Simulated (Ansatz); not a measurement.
Values for one crystal, relaxed and computed with r²SCAN (plane waves, PAW; program Ansatz); other levels are named.

```yaml
volume_per_atom: 11.76 Å³
electronic_character: metallic (no gap)
Formation energy from the elements (no fitted shifts): -229 kJ/mol of atoms
Density of states at the Fermi level: 0.19 states/eV per atom (mean over ±0.08 eV)
```

**Question.** Which compound is it?
(A) TiB2, P6/mmm (Ti on 1a, B on 2d)
(B) YSi2Ni2, I4/mmm (Y on 2a, Si on 4e, Ni on 4d)
(C) Nb2GaC, P6_3/mmc (Nb on 4f, Ga on 2d, C on 2a)
(D) NbMoO4, Cmmm (Nb on 2c, Mo on 2a, O on 4h, O on 4i)

**Answer.** D, NbMoO4, Cmmm (Nb on 2c, Mo on 2a, O on 4h, O on 4i)

The workflow started from a Materials Project entry (that database holds measured and hypothetical structures alike); the Crystallography Open Database copy checked does not list it. With Nb and Mo taken as one species the cell has the higher symmetry P4_2/mnm, so it may be an ordered model of a mixed-site phase. Whether it is the stable phase at ambient conditions was not checked. The r²SCAN relaxation kept the symmetry of its start; whether a distortion lowers the energy is not shown. Spin order of the final state: ferromagnetic, chosen from 2 collinear starts compared on coarse meshes (ties went to the first, and starts can fall back to one state), not a proven ground state. Other orbital occupations within this spin state were not tried. No Hubbard U is applied. The references are the lowest solids computed at this level, not always the standard phases (solids in place of the gases). Spin–orbit coupling is left out wherever it is not named.

Potentials: the later of the program's two PAW sets.
